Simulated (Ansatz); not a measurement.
C:
```cif
data_C8
_chemical_formula_sum 'C8'
_space_group_name_H-M_alt 'I4/mmm'
_space_group_IT_number 139
_space_group_name_Hall '-I 4 2'
_cell_length_a 4.36468
_cell_length_b 4.36468
_cell_length_c 2.50175
_cell_angle_alpha 90.000
_cell_angle_beta 90.000
_cell_angle_gamma 90.000
loop_
_atom_site_label
_atom_site_type_symbol
_atom_site_symmetry_multiplicity
_atom_site_Wyckoff_symbol
_atom_site_fract_x
_atom_site_fract_y
_atom_site_fract_z
_atom_site_occupancy
C1 C 8 h 0.18030 0.18030 0.00000 1
```
(The calculation used a cell of 4 atoms; values per cell refer to that cell.)

Relaxed with r²SCAN. r²SCAN (plane waves, PAW; program Ansatz) gives a gap of 2.66 eV.

Task: What gap does HSE06 give on the same cell (Ansatz, PAW)?

Result: 3.52 eV, 0.86 eV more. The hybrid was solved on a coarser mesh and at special points; its gap is the smallest among all of these.

```csv
k,v1 r²SCAN,c1 r²SCAN,v1 HSE06,c1 HSE06
Γ,-0.98,4.69,(withheld),(withheld)
M,0.00,4.96,0.00,5.95
X,-3.73,5.52,(withheld),(withheld)
P,-4.43,5.45,(withheld),(withheld)
Z,-3.05,8.14,(withheld),(withheld)
N,-3.42,4.68,-3.53,5.66
```

Task: Top valence (v1) and lowest conduction level (c1) in eV from each method's valence maximum (which need not be a listed point): supply the withheld HSE06 values.

Result: 
- X, v1 HSE06: -3.85
- X, c1 HSE06: 6.45
- Z, v1 HSE06: -3.13
- Z, c1 HSE06: 9.17
- P, v1 HSE06: -4.58
- P, c1 HSE06: 6.46
- Γ, v1 HSE06: -0.94
- Γ, c1 HSE06: 5.79

Cost on shared cores: the r²SCAN run (SCF on a 13×13×13 mesh, then bands and DOS) very roughly 30 core-seconds, the HSE06 run (SCF on 9×9×9, then a few points) about 100 core-seconds (a rough figure); the tasks are unlike.

The start of the workflow was typed in or built on a structure type; the Crystallography Open Database copy checked does not list it. It is not the phase usual at ambient conditions (space group No. 194, 227). Symmetry was held in the r²SCAN relaxation; its stability against distortions is not shown here.

Potentials: the later of the program's two PAW sets.
